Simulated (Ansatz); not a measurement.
Phonons of YSi2 (AlB2-type structure)

Level of theory: DFT, PBEsol, scalar-relativistic, no spin polarisation; plane waves to 420 eV with PAW datasets (Ansatz 0.2.0), Gaussian smearing of 0.15 eV. The datasets are Ansatz's generated set soft_2.

```cif
data_structure
_symmetry_space_group_name_H-M 'P 1'
_symmetry_Int_Tables_number 1
_cell_length_a 4.0759
_cell_length_b 4.0759
_cell_length_c 3.8818
_cell_angle_alpha 90.000
_cell_angle_beta 90.000
_cell_angle_gamma 120.000
_cell_volume 55.85
loop_
_atom_site_label
_atom_site_type_symbol
_atom_site_fract_x
_atom_site_fract_y
_atom_site_fract_z
_atom_site_occupancy
Y1 Y 0.00000 0.00000 0.00000 1
Si1 Si 0.33333 0.66667 0.50000 1
Si2 Si 0.66667 0.33333 0.50000 1
```

The Crystallography Open Database holds a cell of this formula and space group, from which this one stands far in volume, proportions or bonds.

Force constants come from finite displacements in a 2×2×2 supercell (the unit cell's 10×10×10 k-mesh, folded to it); the long-range dipole term is not included. Points in reciprocal vectors of this cell: Γ = (0.000, 0.000, 0.000), M = (0.500, 0.000, 0.000), K = (0.333, 0.333, 0.000), A = (0.000, 0.000, 0.500), L = (0.500, 0.000, 0.500), H = (0.333, 0.333, 0.500).

**Question.** Is the structure dynamically stable along this path, and where does the spectrum end?

**Answer.** Yes: no branch is imaginary beyond numerical noise. The highest frequency is 421 cm⁻¹, at H. Points that don't fit the supercell are interpolated.

Frequencies at the named points (cm⁻¹, imaginary ones negative):
```
point                             ω (cm⁻¹)
    Γ        0 0 0 138 179 179 267 401 401
    M  112 121 131 146 195 205 271 360 410
    K  123 123 147 152 192 192 316 316 417
    A    70 70 152 167 167 191 223 376 376
    L   91 121 148 159 199 238 277 360 413
    H  106 106 161 161 223 223 318 318 421
```

**Question.** What does the harmonic approximation give for the vibrational free energy, entropy and heat capacity?

**Answer.** Zero-point energy 39.8 meV/atom.
```tsv
T (K)	F_vib (meV/atom)	S (J/K per mole of atoms)	C_V (J/K per mole of atoms)
100	36.7	8.5	13.1
200	21.6	20.2	20.1
300	-4.0	28.9	22.5
400	-37.5	35.5	23.5
500	-77.2	40.8	24.0
600	-121.8	45.2	24.3
700	-170.6	49.0	24.5
800	-223.1	52.2	24.6
900	-278.8	55.1	24.6
1000	-337.3	57.7	24.7
```

The highest mode, 421 cm⁻¹, is worth 610 K. At 300 K the heat capacity has reached 90 % of the classical limit 3R = 24.9 J/K per mole of atoms.

The crystal is a metal or nearly so; low and unstable modes depend on mesh and smearing.

Cost: 86 s on 4 threads of Arm Neoverse V1, with other jobs on the host, peak memory 2.1 GiB.
